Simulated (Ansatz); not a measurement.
Computed with Ansatz 0.2.0, DFT PBEsol, scalar-relativistic, plane waves, PAW.

Plane waves to 420 eV, a k mesh through Γ of 6×6×6 on the computed 10-atom cell and Gaussian smearing (0.10 eV); no spin polarisation.

```
CELL_PARAMETERS angstrom
0.00000 5.14079 5.14079
5.14079 0.00000 5.14079
5.14079 5.14079 0.00000
ATOMIC_POSITIONS crystal
Na 0.75000 0.75000 0.75000
Na 0.25000 0.25000 0.25000
Al 0.00000 0.00000 0.00000
Hg 0.50000 0.50000 0.50000
Cl 0.77379 0.22621 0.22621
Cl 0.22621 0.22621 0.77379
Cl 0.22621 0.77379 0.77379
Cl 0.22621 0.77379 0.22621
Cl 0.77379 0.22621 0.77379
Cl 0.77379 0.77379 0.22621
```

Is this geometry at equilibrium? Which atom feels the largest force?

It isn't. Atom 6 (Cl) feels (0.00, 0.00, 0.13) eV/Å, 0.129 eV/Å in size, and symmetry-related atoms feel the same size.

Give all forces and the stress.

```tsv
atom	Fx	Fy	Fz
Na1	0.000	0.000	0.000
Na2	0.000	0.000	0.000
Al3	0.000	0.000	0.000
Hg4	0.000	0.000	0.000
Cl5	0.129	0.000	0.000
Cl6	0.000	0.000	0.129
Cl7	-0.129	0.000	0.000
Cl8	0.000	0.129	0.000
Cl9	0.000	-0.129	0.000
Cl10	0.000	0.000	-0.129
```
Stress (GPa, compression positive):
```
-0.64  0.00  0.00
 0.00 -0.64  0.00
 0.00  0.00 -0.64
```

Spin–orbit coupling is left out, which can shift energies with elements as heavy as these. The cell has an odd number of electrons and was run without spin polarisation, which forces a half-filled band: energy, forces and stress belong to that artificial state.